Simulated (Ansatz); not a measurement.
## Er (hcp)

The computed numbers are results of PBE, scalar-relativistic (collinear spin) in the plane-wave PAW code Ansatz at 420 eV, 14×14×8 k-mesh, Gaussian smearing of 0.05 eV. The datasets are Ansatz's generated set soft_2.

```cif
data_structure
_symmetry_space_group_name_H-M 'P6_3/mmc'
_symmetry_Int_Tables_number 194
_cell_length_a 3.6772
_cell_length_b 3.6772
_cell_length_c 5.8876
_cell_angle_alpha 90.000
_cell_angle_beta 90.000
_cell_angle_gamma 120.000
_cell_volume 68.95
loop_
_atom_site_label
_atom_site_type_symbol
_atom_site_symmetry_multiplicity
_atom_site_Wyckoff_symbol
_atom_site_fract_x
_atom_site_fract_y
_atom_site_fract_z
_atom_site_occupancy
Er1 Er 2 d 0.33333 0.66667 0.75000 1
```

Magnetic state: ferromagnetic, site spin moments Er 2.61 μB.

Q: Which orbitals carry the states at the Fermi level, and how many states are there?

A: Within 0.1 eV of it: Er 4f 85 %, Er 5d 14 % (shares among the projected shells). The Fermi level sits on a steep edge: the density of states is 3.3, 32.8 and 26.3 states/eV per cell at −0.1, 0 and +0.1 eV.

Density of states (tetrahedra, averaged over 0.4 eV; states/eV per cell of 2 atoms; energy in eV from the Fermi level; projections on Löwdin-orthogonalised atomic orbitals, summed over sites):

| E | total | Er 4f down | Er 4f up | Er 5d up | Er 5d down | Er 6s |
| --- | --- | --- | --- | --- | --- | --- |
| -5.25 | 0.0 | 0.0 | 0.0 | 0.0 | 0.0 | 0.0 |
| -4.85 | 0.1 | 0.0 | 0.0 | 0.0 | 0.0 | 0.1 |
| -4.45 | 0.2 | 0.0 | 0.0 | 0.0 | 0.0 | 0.2 |
| -4.05 | 0.3 | 0.0 | 0.0 | 0.0 | 0.0 | 0.2 |
| -3.65 | 0.4 | 0.0 | 0.0 | 0.1 | 0.0 | 0.3 |
| -3.25 | 5.5 | 0.0 | 5.0 | 0.1 | 0.1 | 0.3 |
| -2.85 | 10.5 | 0.0 | 9.9 | 0.2 | 0.1 | 0.3 |
| -2.45 | 5.0 | 0.0 | 4.2 | 0.3 | 0.2 | 0.3 |
| -2.05 | 16.9 | 0.0 | 15.8 | 0.5 | 0.3 | 0.3 |
| -1.65 | 1.6 | 0.0 | 0.1 | 0.5 | 0.5 | 0.3 |
| -1.25 | 7.2 | 5.6 | 0.0 | 0.6 | 0.6 | 0.2 |
| -0.85 | 13.6 | 11.9 | 0.0 | 0.7 | 0.7 | 0.2 |
| -0.45 | 4.1 | 2.3 | 0.0 | 1.0 | 0.6 | 0.1 |
| -0.05 | 16.3 | 13.3 | 0.0 | 1.7 | 1.0 | 0.1 |
| 0.35 | 4.8 | 1.6 | 0.0 | 1.4 | 1.5 | 0.1 |
| 0.75 | 2.5 | 0.1 | 0.0 | 0.7 | 1.5 | 0.1 |
| 1.15 | 2.0 | 0.0 | 0.0 | 1.0 | 0.7 | 0.1 |
| 1.55 | 3.6 | 0.0 | 0.0 | 1.9 | 1.2 | 0.2 |
| 1.95 | 3.6 | 0.0 | 0.0 | 1.3 | 1.8 | 0.2 |
| 2.35 | 3.0 | 0.0 | 0.0 | 1.4 | 1.4 | 0.1 |
| 2.75 | 2.7 | 0.0 | 0.0 | 1.2 | 1.4 | 0.1 |
| 3.15 | 1.9 | 0.0 | 0.0 | 0.8 | 1.1 | 0.0 |
| 3.55 | 1.6 | 0.0 | 0.0 | 0.8 | 0.7 | 0.0 |
| 3.95 | 1.6 | 0.0 | 0.0 | 0.8 | 0.8 | 0.0 |

Without a U the open 4f shell is pinned at the Fermi level, an artefact: in the real crystal it splits into occupied and empty levels away from it, and its large orbital moment is missing here. For elements this heavy, spin–orbit coupling would shift levels and gaps; it isn't included here. The run wasn't fully tested for a lower electronic state. Site moments are of spin, integrated over atomic spheres.

A lower state of the open shells can't be excluded, and forces and pressures are less sure for it.
